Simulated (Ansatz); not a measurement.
Ta₅Si₃:
```xyz
16
Lattice="-3.2515 3.2515 5.9077 3.2515 -3.2515 5.9077 3.2515 3.2515 -5.9077" Properties=species:S:1:pos:R:3 pbc="T T T"
Ta     2.1805     1.0710    -1.7754
Ta     1.0710     2.1805     7.6830
Ta     2.1805    -1.0710     4.1323
Ta     1.0710     4.3226     1.7754
Ta     1.0710     2.1805     4.1323
Ta     2.1805     1.0710     1.7754
Ta     1.0710     4.3226    -1.7754
Ta     2.1805    -1.0710     7.6830
Ta     0.0000     0.0000     5.9077
Ta     0.0000     0.0000     0.0000
Si     4.0984     0.8468     0.0000
Si    -0.8468     2.4047     5.9077
Si     2.4047     0.8468     5.9077
Si     0.8468     2.4047     0.0000
Si     0.0000     0.0000     8.8615
Si     0.0000     0.0000     2.9538
```

Relaxed with PBEsol. Special points in fractions of this cell's reciprocal vectors: Γ (0.000, 0.000, 0.000); X (0.000, 0.000, 0.500); P (0.250, 0.250, 0.250); N (0.000, 0.500, 0.000); M (0.500, 0.500, -0.500); S (0.326, 0.674, -0.326); S0 (-0.326, 0.326, 0.326); R (-0.151, 0.151, 0.500); G (0.500, 0.500, -0.151).

Q: List the band energies nearest the Fermi level at these points for PBEsol in the plane-wave PAW code Ansatz.

A: In eV from the Fermi level; about four levels below and three above (degenerate sets whole), none deeper than 8.9 eV; points with the same levels are listed once.

```json
[
 {"k": "Γ", "below": "-1.12 -0.98 -0.63 -0.63", "above": "0.48 0.48 0.56"},
 {"k": "X", "below": "-1.31 -1.17 -0.76 -0.28", "above": "0.07 0.71 0.96"},
 {"k": "P", "below": "-1.54 -1.54 -1.03 -1.03", "above": "0.19 0.19 1.04 1.04"},
 {"k": "N", "below": "-1.46 -1.46 -1.30 -1.30", "above": "0.41 0.41 0.59 0.59"},
 {"k": "M", "below": "-0.48 -0.30 -0.27 -0.27", "above": "0.05 0.17 0.17"},
 {"k": "S", "below": "-1.29 -1.04 -1.03 -0.97", "above": "0.01 0.40 0.47"},
 {"k": "R", "below": "-0.90 -0.78 -0.42 -0.13", "above": "0.41 0.49 1.24"}
]
```

Space group I4/mcm. The first step of the workflow began from a Materials Project structure, measured or hypothetical; the Crystallography Open Database files this formula in space group No. 140, but the cells were not matched. Its standing as an ambient phase is unchecked. The PBEsol relaxation kept the symmetry of its start; its stability against distortions is not shown here. No spin polarisation was allowed. Spin–orbit coupling is left out wherever it is not named.

Potentials: the later of the program's two PAW sets.
